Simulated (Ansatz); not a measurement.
Relaxation of a generated trial cell of BW2 in the AFLOW prototype A2B_tP6_136_f_a (C4, as in TiO2); 6 atoms in the cell, which starts as P4₂/mnm (No. 136), tP6; a = 5.254 Å, b = 5.254 Å, c = 3.384 Å, α = 90.00°, β = 90.00°, γ = 90.00°. Calculation: PBEsol (plane waves to 420 eV, PAW, scalar-relativistic; Ansatz, a quantum-chemistry and plane-wave program). Γ-centred k-mesh 5×5×7 on the run's cell (coarser than for final values), Fermi–Dirac smearing 0.05 eV. This is the first round of the run. 

The optimiser's lines from the output (shortened; P is positive under compression):

```
relax step   1: F+E_penalty+E_count = -41328.97272060 eV  Δ(F+E_penalty+E_count) = +0.000e0 eV  max|allowed force component| = 4.366e-1 eV/Å  Δτ_max = 0.0000 Å  P = -32.268 GPa  Ω = 93.413 Å³  (6 SCF iters, dr2 threshold 1.00e-7 eV, accepted)
relax step   2: F+E_penalty+E_count = -41330.63546848 eV  Δ(F+E_penalty+E_count) = -1.663e0 eV  max|allowed force component| = 4.677e-1 eV/Å  Δτ_max = 0.0366 Å  P = -10.019 GPa  Ω = 82.578 Å³  (6 SCF iters, dr2 threshold 6.00e-7 eV, accepted)
relax step   3: F+E_penalty+E_count = -41330.90871214 eV  Δ(F+E_penalty+E_count) = -2.732e-1 eV  max|allowed force component| = 1.665e-1 eV/Å  Δτ_max = 0.0596 Å  P = +2.513 GPa  Ω = 78.474 Å³  (6 SCF iters, dr2 threshold 6.00e-7 eV, accepted)
relax step   4: F+E_penalty+E_count = -41330.91661271 eV  Δ(F+E_penalty+E_count) = -7.901e-3 eV  max|allowed force component| = 1.676e-2 eV/Å  Δτ_max = 0.0099 Å  P = -0.474 GPa  Ω = 79.307 Å³  (6 SCF iters, dr2 threshold 6.00e-7 eV, accepted)
relax step   5: F+E_penalty+E_count = -41330.91735967 eV  Δ(F+E_penalty+E_count) = -7.470e-4 eV  max|allowed force component| = 1.091e-2 eV/Å  Δτ_max = 0.0022 Å  P = -0.168 GPa  Ω = 79.217 Å³  (6 SCF iters, dr2 threshold 6.00e-7 eV, accepted)
relax step   6: F+E_penalty+E_count = -41330.91744598 eV  Δ(F+E_penalty+E_count) = -8.631e-5 eV  max|allowed force component| = 2.593e-4 eV/Å  Δτ_max = 0.0006 Å  P = -0.016 GPa  Ω = 79.178 Å³  (6 SCF iters, dr2 threshold 1.37e-7 eV, accepted)
relax step   7: F+E_penalty+E_count = -41330.91744877 eV  Δ(F+E_penalty+E_count) = -2.791e-6 eV  max|allowed force component| = 1.451e-4 eV/Å  Δτ_max = 0.0000 Å  P = -0.001 GPa  Ω = 79.175 Å³  (7 SCF iters, dr2 threshold 2.71e-9 eV, accepted)
relax step   8: F+E_penalty+E_count = -41330.91234237 eV  Δ(F+E_penalty+E_count) = +5.106e-3 eV  max|allowed force component| = 2.784e-5 eV/Å  Δτ_max = 0.0000 Å  P = -0.052 GPa  Ω = 79.175 Å³  stress off target by 6.58e-2 GPa  SCF on the basis re-selected at this cell (its energy is not comparable with the rows above)  (6 SCF iters)
relax step   9: F+E_penalty+E_count = -41330.91235438 eV  Δ(F+E_penalty+E_count) = -1.202e-5 eV  max|allowed force component| = 1.079e-4 eV/Å  Δτ_max = 0.0000 Å  P = -0.000 GPa  Ω = 79.161 Å³  (6 SCF iters, dr2 threshold 1.08e-8 eV, accepted)
relax step  10: F+E_penalty+E_count = -41330.91233468 eV  Δ(F+E_penalty+E_count) = +1.971e-5 eV  max|allowed force component| = 1.077e-4 eV/Å  Δτ_max = 0.0000 Å  P = -0.000 GPa  Ω = 79.161 Å³  stress off target by 2.69e-4 GPa  SCF on the basis re-selected at this cell (its energy is not comparable with the rows above)  (7 SCF iters)
```

From the first to the last row the energy changes by -0.32 eV/atom and the volume by -15.3 %. The last row is marked as not comparable with the walk above it, whose basis was carried along; it does compare with step 1, since both stand on a basis selected at the nominal cutoff for their own cell.

Later rounds, restarted from the end of this one on a renewed k-mesh, logged 11 more steps and released under 0.01 eV/atom more. The final structure after all rounds: P4₂/mnm (No. 136), tP6, AFLOW prototype A2B_tP6_136_f_a (C4, as in TiO2); a = b = 5.080 Å, c = 3.070 Å, α = β = γ = 90.00°. Between re-selections the logged energies stand on a plane-wave basis carried along with the cell. No spin polarisation in the result.

The run could not lose the symmetry of its start, so the end can be a saddle point.

The relaxed structure here is a generated cell of BW2: the first start was made by placing the elements on the sites of a structure type, and the end was not matched to a known phase here, so it may be hypothetical.
